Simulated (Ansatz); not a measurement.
An elastic tensor (GPa, Voigt order, standard axes) from LDA in the plane-wave PAW code Ansatz:

```
64.1  31.3  27.2   0.0   0.0   0.0
31.3  99.9  35.0   0.0   0.0   0.0
27.2  35.0  78.1   0.0   0.0   0.0
 0.0   0.0   0.0  37.0   0.0   0.0
 0.0   0.0   0.0   0.0  26.0   0.0
 0.0   0.0   0.0   0.0   0.0  15.2
```

Task: Pick the material that matches.
A) Al2Ru, Fddd (Al on 16f, Ru on 8b)
B) TiO2, Pbca (Ti on 8c, O on 8c, O on 8c)
C) BN, Pnma (B on 4c, N on 4c)
D) Bi2S3, Pnma (Pearson symbol oP20)

Result: D, Bi2S3, Pnma (Pearson symbol oP20)

The cell was relaxed with LDA under the symmetry of its start. A crystal of weakly bound layers computed without a dispersion correction: the cell and the soft elastic constants depend strongly on that. Spin–orbit coupling is left out wherever it is not named.

Potentials: the later of the program's two PAW sets.
